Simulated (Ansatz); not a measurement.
Starting cell, PbO2 (space group Pbcn):

```
PbO2
1.0
    5.04284     0.00000     0.00000
    0.00000     5.82901     0.00000
    0.00000     0.00000     5.41070
Pb O
4 8
Direct
  0.50000   0.18653   0.75000
  0.50000   0.81347   0.25000
  0.00000   0.31347   0.25000
  0.00000   0.68653   0.75000
  0.26443   0.08750   0.43302
  0.73557   0.91250   0.56698
  0.23557   0.41250   0.93302
  0.76443   0.58750   0.06698
  0.76443   0.41250   0.56698
  0.23557   0.58750   0.43302
  0.73557   0.08750   0.06698
  0.26443   0.91250   0.93302
```

The atoms are displaced by Q × the pattern below (from a DFPT mode at Γ, largest move 1; Q in Å), at fixed cell.

| atom | x | y | z |
|---|---|---|---|
| Pb1 | 0.000 | 1.000 | 0.000 |
| Pb2 | 0.000 | -1.000 | 0.000 |
| Pb3 | 0.000 | 1.000 | 0.000 |
| Pb4 | 0.000 | -1.000 | 0.000 |
| O5 | 0.336 | 0.561 | -0.359 |
| O6 | -0.336 | -0.561 | 0.359 |
| O7 | 0.336 | 0.561 | 0.359 |
| O8 | -0.336 | -0.561 | -0.359 |
| O9 | -0.336 | 0.561 | -0.359 |
| O10 | 0.336 | -0.561 | 0.359 |
| O11 | -0.336 | 0.561 | 0.359 |
| O12 | 0.336 | -0.561 | -0.359 |

Computed with LDA (plane waves to 420 eV, PAW, scalar-relativistic; Ansatz, an electronic-structure program). k mesh 8×7×7 (Γ-centred), Fermi-Dirac smearing 0.05 eV. The energy includes the smearing's −TS. With partly filled bands, energies and forces of such displacements shift with the k mesh and the smearing. At this level the bands of PbO2 touch or barely overlap. PbO2 was relaxed with its symmetry unable to fall. Spin-orbit coupling is left out, though Pb is heavy. This is one of several known forms of PbO2; the measured ambient cells at hand have space group No. 136. The zero of ΔE is the undisplaced structure. The last digit holds for this mesh only.

```json
[
 {"Q (Å)": "-0.2800", "ΔE (meV/cell)": "3393.4"},
 {"Q (Å)": "-0.2333", "ΔE (meV/cell)": "2377.9"},
 {"Q (Å)": "-0.1867", "ΔE (meV/cell)": "withheld"},
 {"Q (Å)": "-0.1400", "ΔE (meV/cell)": "868.2"},
 {"Q (Å)": "-0.0933", "ΔE (meV/cell)": "387.1"},
 {"Q (Å)": "-0.0467", "ΔE (meV/cell)": "96.8"},
 {"Q (Å)": "0.0000", "ΔE (meV/cell)": "0.0"},
 {"Q (Å)": "0.0467", "ΔE (meV/cell)": "96.8"},
 {"Q (Å)": "0.0933", "ΔE (meV/cell)": "387.1"},
 {"Q (Å)": "0.1400", "ΔE (meV/cell)": "868.2"},
 {"Q (Å)": "0.1867", "ΔE (meV/cell)": "withheld"},
 {"Q (Å)": "0.2333", "ΔE (meV/cell)": "2377.9"},
 {"Q (Å)": "0.2800", "ΔE (meV/cell)": "3393.4"}
]
```

Task: Fit an even polynomial form (powers 2, 4, 6) to the given rows and predict ΔE at Q = -0.1867.

Result: Least squares on the 11 given rows: ΔE = (44630)·Q² + (-17550)·Q⁴ + (4666)·Q⁶, in meV/cell with Q in Å; root-mean-square residual 0.21 meV/cell. At -0.1867 the fit gives 1534.5 meV/cell; the calculation gives 1534.1 meV/cell, so the interpolation is off by 0.4 (+0.0 %). The quadratic term alone would give 1555.7 meV/cell.

(For displaced atoms, the force is minus the slope of the energy, and its curvature is a force constant, which sets phonon frequencies.)
